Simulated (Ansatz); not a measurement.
# Step by step: Hg, atoms 2, 3 slide by one cell vector a

All numbers below come from Ansatz 0.2.0, DFT, PBEsol, PAW with Ansatz's default frozen-core files, scalar-relativistic.

Command: `ansatz run input.yaml --threads 4 --pin off --max-ram 6144MiB --backend cpu --events-out ev --progress --plain --runs-dir out` The run took about 1300 s on 4 threads of a shared machine.

```yaml
crystal:
  lattice:
    - [3.4419409895, 0.0, 0.0]
    - [-1.7209704948, 2.9808083353, 0.0]
    - [0.0, 0.0, 11.06233131]
  atoms:
    - { symbol: Hg, position: [0.0, 0.0, 0.0] }
    - { symbol: Hg, position: [0.3333333333, 0.6666666667, 0.25] }
    - { symbol: Hg, position: [0.0, 0.0, 0.5] }
    - { symbol: Hg, position: [0.6666666667, 0.3333333333, 0.75] }
kpoints:
  mp_grid: { grid: [8, 8, 2] }
scf:
  occupations: { method: fermi_dirac, width: 0.02 }
hamiltonian:
  xc: pbesol
  pseudopotentials: { kind: paw }
output:
  forces: true
neb:
  images: 5
  f_tol: 0.05
  max_iterations: 40
  relax_end_points: true
  final_atoms:
    - { symbol: Hg, position: [0.0, 0.0, 0.0] }
    - { symbol: Hg, position: [1.3333333333, 0.6666666667, 0.25] }
    - { symbol: Hg, position: [1.0, 0.0, 0.5] }
    - { symbol: Hg, position: [0.6666666667, 0.3333333333, 0.75] }
```

No spin–orbit coupling, which matters for the heavy atoms here.

Structure from Materials Project entry mp-1184709 (possibly hypothetical).

Energies of the images in meV per cell, from the first image of the last iteration (-54671.7409 eV):

```csv
iteration,image 0,image 1,image 2,image 3,image 4,image 5,image 6
0,0,0,-3,17,-2,-11,0
```

Problem. Give the energy profile of the last iteration and its highest point.

Solution. 0, 0, -16, -6, -22, -21, 0 meV; the highest image, number 1, lies 0 meV over the first. All periodic images of the moving atoms move together, so this isn't the barrier of a lone defect. With so few images, further maxima between them can be missed.

Problem. What are the positions (Å) and forces (eV/Å) of that image?

Solution. 
```
Hg    0.1078    0.0524   -0.0047    -0.003   0.003  -0.003
Hg    0.3745    1.8637    2.7703     0.011   0.000   0.003
Hg    0.4658   -0.0524    5.5265     0.003  -0.003  -0.003
Hg    1.9202    1.1172    8.3014    -0.011   0.000   0.003
```
